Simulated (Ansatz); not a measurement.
Relaxation of a generated cell, SnO placed in the AFLOW prototype AB_hP4_186_b_a (B12, as in BN); 4 atoms in the cell, which starts as P6₃mc (No. 186), hP4; a = 3.044 Å, b = 3.044 Å, c = 8.125 Å, α = 90.00°, β = 90.00°, γ = 120.00°. Calculation: PBE (plane waves to 420 eV, PAW, scalar-relativistic; Ansatz, a first-principles code). Γ-centred k-mesh 9×9×3 on the run's cell (coarser than for final values), Fermi–Dirac smearing 0.05 eV. This is the first round of the run. 

The optimiser's lines from the output (shortened; P is positive under compression):

```
relax step   1: F+E_penalty+E_count = -13173.12716655 eV  Δ(F+E_penalty+E_count) = +0.000e0 eV  max|allowed force component| = 8.011e0 eV/Å  Δτ_max = 0.0000 Å  P = +82.844 GPa  Ω = 65.187 Å³  (8 SCF iters, dr2 threshold 1.00e-7 eV, accepted)
relax step   2: F+E_penalty+E_count = -13179.55896954 eV  Δ(F+E_penalty+E_count) = -6.432e0 eV  max|allowed force component| = 4.962e0 eV/Å  Δτ_max = 0.1212 Å  P = +34.976 GPa  Ω = 71.550 Å³  (9 SCF iters, dr2 threshold 4.00e-7 eV, accepted)
relax step   3: F+E_penalty+E_count = -13182.20753559 eV  Δ(F+E_penalty+E_count) = -2.649e0 eV  max|allowed force component| = 4.818e-1 eV/Å  Δτ_max = 0.1949 Å  P = +5.636 GPa  Ω = 75.754 Å³  (7 SCF iters, dr2 threshold 4.00e-7 eV, accepted)
relax step   4: F+E_penalty+E_count = -13182.26403033 eV  Δ(F+E_penalty+E_count) = -5.649e-2 eV  max|allowed force component| = 6.597e-3 eV/Å  Δτ_max = 0.0036 Å  P = +1.788 GPa  Ω = 78.858 Å³  (6 SCF iters, dr2 threshold 4.00e-7 eV, accepted)
relax step   5: F+E_penalty+E_count = -13182.28634460 eV  Δ(F+E_penalty+E_count) = -2.231e-2 eV  max|allowed force component| = 7.216e-2 eV/Å  Δτ_max = 0.0186 Å  P = +0.399 GPa  Ω = 81.347 Å³  (6 SCF iters, dr2 threshold 4.00e-7 eV, accepted)
relax step   6: F+E_penalty+E_count = -13182.30097963 eV  Δ(F+E_penalty+E_count) = -1.464e-2 eV  max|allowed force component| = 3.046e-2 eV/Å  Δτ_max = 0.0095 Å  P = +0.169 GPa  Ω = 80.391 Å³  (5 SCF iters, dr2 threshold 4.00e-7 eV, accepted)
relax step   7: F+E_penalty+E_count = -13182.31394085 eV  Δ(F+E_penalty+E_count) = -1.296e-2 eV  max|allowed force component| = 7.411e-3 eV/Å  Δτ_max = 0.0145 Å  P = -0.027 GPa  Ω = 78.705 Å³  (5 SCF iters, dr2 threshold 4.00e-7 eV, accepted)
relax step   8: F+E_penalty+E_count = -13182.31464297 eV  Δ(F+E_penalty+E_count) = -7.021e-4 eV  max|allowed force component| = 1.997e-4 eV/Å  Δτ_max = 0.0035 Å  P = +0.009 GPa  Ω = 78.302 Å³  (5 SCF iters, dr2 threshold 3.43e-8 eV, accepted)
relax step   9: F+E_penalty+E_count = -13182.38102815 eV  Δ(F+E_penalty+E_count) = -6.639e-2 eV  max|allowed force component| = 3.945e-4 eV/Å  Δτ_max = 0.0000 Å  P = +1.171 GPa  Ω = 78.302 Å³  stress off target by 1.52e0 GPa  SCF on the basis re-selected at this cell (its energy is not comparable with the rows above)  (8 SCF iters)
relax step  10: F+E_penalty+E_count = -13182.38820548 eV  Δ(F+E_penalty+E_count) = -7.177e-3 eV  max|allowed force component| = 2.410e-2 eV/Å  Δτ_max = 0.0108 Å  P = +0.113 GPa  Ω = 80.124 Å³  (6 SCF iters, dr2 threshold 4.00e-7 eV, accepted)
relax step  11: F+E_penalty+E_count = -13182.38799244 eV  Δ(F+E_penalty+E_count) = +2.130e-4 eV  max|allowed force component| = 5.902e-3 eV/Å  Δτ_max = 0.0054 Å  P = +0.017 GPa  Ω = 80.601 Å³  (5 SCF iters, dr2 threshold 7.49e-8 eV, accepted)
relax step  12: F+E_penalty+E_count = -13182.38798430 eV  Δ(F+E_penalty+E_count) = +8.136e-6 eV  max|allowed force component| = 2.461e-5 eV/Å  Δτ_max = 0.0004 Å  P = +0.002 GPa  Ω = 80.608 Å³  (5 SCF iters, dr2 threshold 3.03e-9 eV, accepted)
relax step  13: F+E_penalty+E_count = -13182.39100335 eV  Δ(F+E_penalty+E_count) = -3.019e-3 eV  max|allowed force component| = 6.938e-5 eV/Å  Δτ_max = 0.0000 Å  P = +0.012 GPa  Ω = 80.608 Å³  stress off target by 1.77e-2 GPa  SCF on the basis re-selected at this cell (its energy is not comparable with the rows above)  (7 SCF iters)
```

From the first to the last row the energy changes by -2.32 eV/atom and the volume by +23.7 %. The last row is marked as not comparable with the walk above it, whose basis was carried along; it does compare with step 1, since both stand on a basis selected at the nominal cutoff for their own cell.

Energy and pressure jump between steps 8 and 9 at one geometry, where the plane-wave basis was selected anew. While the cell walks, the set of plane waves is carried along, so its effective cutoff drifts with the strain; re-selecting it at 420 eV moved the energy by -0.017 eV/atom and the pressure by 1.2 GPa. Only step 1 and rows on a re-selected basis compare with each other.

Later rounds, restarted from the end of this one on a renewed k-mesh, logged 5 more steps and released under 0.01 eV/atom more. The final structure after all rounds: P6₃mc (No. 186), hP4, AFLOW prototype AB_hP4_186_b_a (B12, as in BN); a = b = 3.3991 Å, c = 8.0595 Å, α = β = 90.00°, γ = 120.00°. Between re-selections the logged energies stand on a plane-wave basis carried along with the cell. No spin polarisation in the result.

The run could not lose the symmetry of its start: the end is stationary, and may be a saddle point rather than a minimum.

The relaxed structure here is a generated cell of SnO: the first start was made by placing the elements on the sites of a structure type, and the end was not matched to a known phase here, so it may be hypothetical. Known forms of SnO include space group No. 129.
